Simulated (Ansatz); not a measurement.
Given:

As:
```
CELL_PARAMETERS angstrom
      1.89162     1.09213     3.37054
     -1.89162     1.09213     3.37054
      0.00000    -2.18426     3.37054
ATOMIC_POSITIONS crystal
  As 0.23031 0.23031 0.23031
  As 0.76969 0.76969 0.76969
```

This is the PBE+D3(BJ)-relaxed structure. x, y and z are the axes in which the lattice vectors are written.

Question: All from PBE+D3(BJ) in the plane-wave PAW code Ansatz, unless another level is named. Estimate the Young's modulus.

Answer: 94.7 GPa.

Question: Predict the elastic constants (relaxed ions, GPa).

Answer: C11 = 143, C12 = 43.5, C13 = 30.5, C14 = -29.3, C33 = 56.1, C44 = 52.2.

Space group R-3m (A7 (α-As type)). The PBE+D3(BJ) relaxation kept the symmetry of its start. As this level gives no gap, shear constants depend on the k-mesh and smearing (Fermi–Dirac, 0.1 eV here).

Potentials: the later of the program's two PAW sets.
